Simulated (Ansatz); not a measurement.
Here is the system:

TiC (rock salt)

```yaml
crystal:
  lattice:
    - [0.00000, 2.16633, 2.16633]
    - [2.16633, 0.00000, 2.16633]
    - [2.16633, 2.16633, 0.00000]
  atoms:
    - { symbol: C, position: [0.00000, 0.00000, 0.00000] }
    - { symbol: Ti, position: [0.50000, 0.50000, 0.50000] }
```

The volume is varied about the relaxed value V₀ at fixed cell shape. Symmetry pins the atoms to their sites.

All values below come from PBE (plane waves to 420 eV, PAW, scalar-relativistic; Ansatz, a quantum-chemistry and plane-wave program). k mesh 18×18×18 (Γ-centred), Fermi-Dirac smearing 0.05 eV. Energies are smeared free energies. Stress and pressure are positive under compression. The PAW data are Ansatz's earlier set. TiC is run without spin polarisation. TiC was relaxed with its symmetry unable to fall. The zero of ΔE is the relaxed starting cell.

The scan covers V/V₀ from 0.900 to 1.100 in 13 points.

Question: What pressure does the cell carry at V/V₀ = 0.900?

Answer: 32.6 GPa.

Question: What is ΔE at V/V₀ = 1.100?

Answer: 68 meV/atom.

Question: What is ΔE at V/V₀ = 0.900?

Answer: 95 meV/atom.

(A scan under strain: stresses follow from slopes of the energy per volume, elastic moduli from its curvatures.)
